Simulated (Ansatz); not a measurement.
Rh, DFT, LDA, all-electron PAW with datasets made for the crystal, scalar-relativistic (Ansatz 0.2.0), run on 1 thread of Intel(R) Xeon(R) Platinum 8488C (Sapphire Rapids) on a shared host.

The cell comes from COD entry 9008482, which wasn't checked; take it as a given geometry. The listed cell was then made from it by scaling, straining or moving an atom.

Command: `ansatz run input.yaml --threads 1 --pin off --max-ram 3072MiB --backend cpu --events-out ev --progress --plain --runs-dir out`

```yaml
crystal:
  lattice:
    - [0.0, 1.9141434134, 1.9141434134]
    - [1.9141434134, 0.0, 1.9141434134]
    - [1.9141434134, 1.9141434134, 0.0]
  atoms:
    - { symbol: Rh, position: [0.0, 0.0, 0.0] }
kpoints:
  mp_grid: { grid: [16, 16, 16] }
scf:
  occupations: { method: fermi_dirac, width: 0.03 }
hamiltonian:
  xc: lda
  pseudopotentials: { kind: all_electron, datasets: crystal }
output:
  forces: true
  stress: true
  eigenvalues: true
  efg: { contact_densities: true }
```

(1) How large is the problem that the program sets up?

(2) About how long does it take, and how much memory does it use?

Answers

(1) 145 irreducible k-points, 169 plane waves at Γ, 9 bands.

(2) 5.5 s of wall time for 8 SCF iterations, with a peak of 0.42 GiB. Times on shared machines scatter by tens of per cent.
